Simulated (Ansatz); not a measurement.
Starting cell, InP (zinc blende):

```
CELL_PARAMETERS angstrom
      0.00000     5.90731     5.90731
      2.95366     2.95366     5.90731
      2.95366     2.95366     0.00000
ATOMIC_POSITIONS crystal
  P  0.00000 0.75000 0.75000
  P  0.50000 0.75000 0.75000
  In 0.00000 0.00000 0.00000
  In 0.50000 0.00000 0.00000
```

A phonon eigenvector at X = (0.5, 0.5, 0.0) is frozen into this cell: atom i moves by Q times the vector below, so Q is the largest atomic displacement, in Å. The cell is held. (q is in reciprocal vectors of the primitive cell; the cell shown is doubled to hold the pattern.)

```csv
atom,x,y,z
P1,0.000,0.000,-1.000
P2,0.000,0.000,1.000
```

Atoms not listed stay in place.

Calculation: r2SCAN (plane waves to 500 eV, PAW, scalar-relativistic; Ansatz, a program for electronic structure). k mesh 10×10×10 (Γ-centred), Fermi-Dirac smearing 0.05 eV. InP was relaxed with its symmetry unable to fall. The PAW data are Ansatz's earlier set.

At one point of the scan the forces (eV/Å) are:

| atom | Fx | Fy | Fz |
|---|---|---|---|
| P1 | 0.000 | 0.000 | 1.422 |
| P2 | 0.000 | 0.000 | -1.422 |
| In3 | 0.000 | 0.000 | 0.000 |
| In4 | 0.000 | 0.000 | 0.000 |

Which point is it?
A) Q = 0.090 Å
B) Q = 0.120 Å
C) Q = 0.060 Å
D) Q = 0.030 Å

B, Q = 0.120 Å

(A displaced cell: forces are minus the slopes of the energy, force constants its curvatures, and phonons follow from these.)
